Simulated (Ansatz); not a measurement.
InAg3, one cell by several methods

```yaml
crystal:
  lattice:
    - [4.14400, 0.00000, 0.00000]
    - [0.00000, 4.14400, 0.00000]
    - [0.00000, 0.00000, 4.14400]
  atoms:
    - { symbol: In, position: [0.00000, 0.00000, 0.00000] }
    - { symbol: Ag, position: [0.00000, 0.50000, 0.50000] }
    - { symbol: Ag, position: [0.50000, 0.00000, 0.50000] }
    - { symbol: Ag, position: [0.50000, 0.50000, 0.00000] }
```

Atoms are numbered in the order listed.

The cell is COD entry 1510013, as deposited and not checked against the literature; nothing was relaxed.

Spin–orbit coupling is left out, though it moves levels of the heavy atoms by tenths of an eV or more.

Levels of theory: DFT, PBEsol, PAW with Ansatz's default frozen-core files, scalar-relativistic (Ansatz 0.2.0); DFT, PBEsol, all-electron PAW with datasets made for the crystal, scalar-relativistic (Ansatz 0.2.0); DFT, PBEsol, all-electron LAPW, scalar-relativistic (Ansatz 0.2.0).

For PAW: a Γ-centred 9×9×9 k mesh, Fermi–Dirac smearing of 0.05 eV, cutoff 420 eV, no spin polarisation; the PAW files were made with PBE, and the program remakes their frozen cores for this functional. The crystal-made all-electron datasets (AE datasets) take a cutoff of 260 eV at this cell. LAPW targets a basis error of 0.5 meV/atom. The Ansatz runs share mesh, smearing and spin set-up. Plane-wave (PAW) pressures include the program's estimate of the Pulay term.

Stress and pressure are positive in compression.

No spin–orbit coupling: at heavy atoms the gradients can be off by tens of per cent for that reason.

In a metal, gradients converge slowly with the k mesh: the values move by tens of per cent from one mesh to another, at times in sign, so only the comparison on one mesh counts.

Levels count from the Fermi level.

```
                                               quantity     PAW  AE datasets    LAPW
                                         pressure (GPa)   -0.29        -0.30   -0.30
                         highest filled level at Γ (eV)  -0.343       -0.343  -0.343
                           lowest empty level at Γ (eV)   3.003        3.004   3.004
                         highest filled level at X (eV)  -3.314       -3.315  -3.315
                           lowest empty level at X (eV)   3.201        3.202   3.202
                         highest filled level at M (eV)  -1.752       -1.752  -1.752
                           lowest empty level at M (eV)   5.532        5.530   5.530
largest principal field gradient Vzz at Ag2 (10²¹ V/m²)   -3.72        -3.72       –
```
